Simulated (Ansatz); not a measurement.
VAg₃O₄:
```
CELL_PARAMETERS angstrom
     -2.46271     2.46271     4.85896
      2.46271    -2.46271     4.85896
      2.46271     2.46271    -4.85896
ATOMIC_POSITIONS crystal
  V  0.00000 0.00000 0.00000
  Ag 0.75000 0.25000 0.50000
  Ag 0.25000 0.75000 0.50000
  Ag 0.50000 0.50000 0.00000
  O  0.69490 0.10048 0.00000
  O  0.89952 0.89952 0.59442
  O  0.10048 0.69490 0.00000
  O  0.30510 0.30510 0.40558
```

Tensor components refer to the Cartesian frame of this cell.

Question: Give the high-frequency dielectric tensor and the Born effective charge tensors of the independent atoms from DFPT, DFT-PBEsol in the program Ansatz with PAW potentials.

Answer: 
ε∞:
```
5.93  0.00  0.00
0.00  5.93  0.00
0.00  0.00  6.22
```
Z* of atom 1 (V), rows: field, columns: displacement, in e:
```
4.35  0.00  0.00
0.00  4.35  0.00
0.00  0.00  4.37
```
Z* of atom 2 (Ag), rows: field, columns: displacement, in e:
```
 1.14   0.08   0.00
-0.08   1.14   0.00
 0.00   0.00   1.42
```
Z* of atom 4 (Ag), rows: field, columns: displacement, in e:
```
1.47  0.00  0.00
0.00  1.47  0.00
0.00  0.00  0.85
```
Z* of atom 5 (O), rows: field, columns: displacement, in e:
```
-2.02   0.88   0.96
 0.88  -2.02  -0.96
 0.88  -0.88  -2.02
```

Static charges for comparison (Bader): V1 +2.10, Ag2 +0.65, Ag4 +0.65, O5 -1.01 e. Born charges measure polarisation by displacement and can exceed these by far.

Space group I-42m. The first step of the workflow began from a Materials Project structure, measured or hypothetical; the Crystallography Open Database files this formula in space group No. 121, but the cells were not matched. Whether it is the stable phase at ambient conditions was not checked. The cell was relaxed with PBEsol under the symmetry of its start; its stability against distortions is not shown here. No spin polarisation was allowed. No Hubbard U is applied. Spin–orbit coupling is left out wherever it is not named.

Potentials: the later of the program's two PAW sets.
